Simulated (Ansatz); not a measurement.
A generator proposed this cell of Er₃H.

```cif
data_structure
_symmetry_space_group_name_H-M 'P6_3/mmc'
_symmetry_Int_Tables_number 194
_cell_length_a 6.1421
_cell_length_b 6.1421
_cell_length_c 4.8878
_cell_angle_alpha 90.000
_cell_angle_beta 90.000
_cell_angle_gamma 120.000
_cell_volume 159.69
loop_
_atom_site_label
_atom_site_type_symbol
_atom_site_symmetry_multiplicity
_atom_site_Wyckoff_symbol
_atom_site_fract_x
_atom_site_fract_y
_atom_site_fract_z
_atom_site_occupancy
Er1 Er 6 h 0.16632 0.33264 0.25000 1
H1 H 2 d 0.33333 0.66667 0.75000 1
```

Theory: DFT PBE, scalar-relativistic, plane waves, PAW, and for the lanthanide a 4f-in-core norm-conserving potential (Ansatz 0.2.0). Plane waves to 770 eV, a k mesh through Γ of 3×3×4 on the computed 8-atom cell and Gaussian smearing (0.10 eV); no spin polarisation.

Formation energies are uncorrected and refer to the elements' standard structures at the same level (H₂ as a molecule).

Q: What does a single point on this coarse mesh give?

A: The pressure is 12.3 GPa (the mean over three directions, positive in compression), the largest force is 1.07 eV/Å, and the energy is +0.88 eV/atom against the elements. The shortest distance is 3.02 Å.

Q: How much does it gain on relaxing, and where does it end?

A: Relaxing gains about 0.65 eV/atom (the start's value is from the coarse mesh, so the gain is rough) in 37 ionic steps and ends at +0.22 eV/atom on the finer mesh. The symmetry stays P6_3/mmc (No. 194). The volume per atom grows by 25.6 %, from 20.0 to 25.1 Å³. The shortest distance goes from 3.02 Å (Er–Er) to 2.51 Å (Er–H). The ratio c/a of the conventional cell changes by a factor of 0.50. Conventional cell: a = 8.350 Å, c = 3.322 Å. Er has 2 H at 2.51 Å and 8 Er at 3.27–3.37 Å; H is surrounded by 6 Er at 2.51 Å.

The last run used a 6×6×12 mesh (in the run's order of axes) for its 8-atom cell and Gaussian smearing of 0.10 eV. With hydrogen, zero-point motion can shift formation energies by some tens of meV/atom. The relaxation can't lower the symmetry of the start. A structure relaxed within its symmetry needn't be a true minimum.

The lanthanide is trivalent by construction, without f bands, f moments or other valences. The reference runs of the other elements, and any phases without the lanthanide, used 420 eV, which shifts energies against them by under 10 meV/atom. The lanthanide's reference is the lowest of its hcp, dhcp and fcc cells.
